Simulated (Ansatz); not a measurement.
The relaxed structure here is a generated cell of InSb: the first start was made by placing the elements on the sites of a structure type, and the end was not matched to a known phase here, so it may be hypothetical. Known forms of InSb include space group No. 216.

One stationary structure of InSb. Space group P6₃mc (No. 186), AFLOW prototype AB_hP8_186_ab_ab (B5, as in SiC). Computed with PBEsol (plane waves to 420 eV, PAW, scalar-relativistic; Ansatz, an electronic-structure program).

Space group P6₃mc (No. 186); a = 4.603 Å, b = 4.603 Å, c = 15.090 Å, α = 90.00°, β = 90.00°, γ = 120.00°

```
atom  site  symmetry       x       y       z
----  ----  --------  ------  ------  ------
In      2a       3m.  0.0000  0.0000  0.4999
In      2b       3m.  0.3333  0.6667  0.2502
Sb      2a       3m.  0.0000  0.0000  0.3131
Sb      2b       3m.  0.3333  0.6667  0.0624
```

Task: Estimate the band gap that PBEsol returns for this input.

Result: Zero, with touching bands (no spin-orbit coupling).

No spin polarisation in the result. Without spin-orbit coupling the bands of the heavy element are not split, so the gap can be far off.

The run could not lose the symmetry of its start, so the end can be a saddle point.
